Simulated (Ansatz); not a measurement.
A: MnO (rock salt), a = b = c = 4.440 Å, α = β = γ = 90.00°
B: CaF$_{2}$ (fluorite), a = 5.511 Å, b = 5.511 Å, c = 5.511 Å, α = 90.00°, β = 90.00°, γ = 90.00°
C: Cs (bcc, W type), a = b = c = 6.1570 Å, α = β = γ = 90.00°

Scan: energy against volume (even scaling of the relaxed cell, symmetry kept). All come from one method, each on a k mesh of its own. All were relaxed with their symmetry unable to fall. MnO is run spin-polarised and with no Hubbard U; the real compound is an antiferromagnetic insulator, a state that this run doesn't describe. Relaxed MnO ends ferromagnetic. The magnetic order is the one the run started from; other orders were not tried. (This holds for the magnetic or f-shell members.)

### Question
Order them by bulk modulus (fitted) (highest first) at the level PBE (plane waves to 420 eV, PAW, scalar-relativistic; Ansatz, a first-principles code).

### Answer
A (111 GPa), B (77.5 GPa), C (2.0 GPa)

(A scan under strain: stresses follow from slopes of the energy per volume, elastic moduli from its curvatures.)
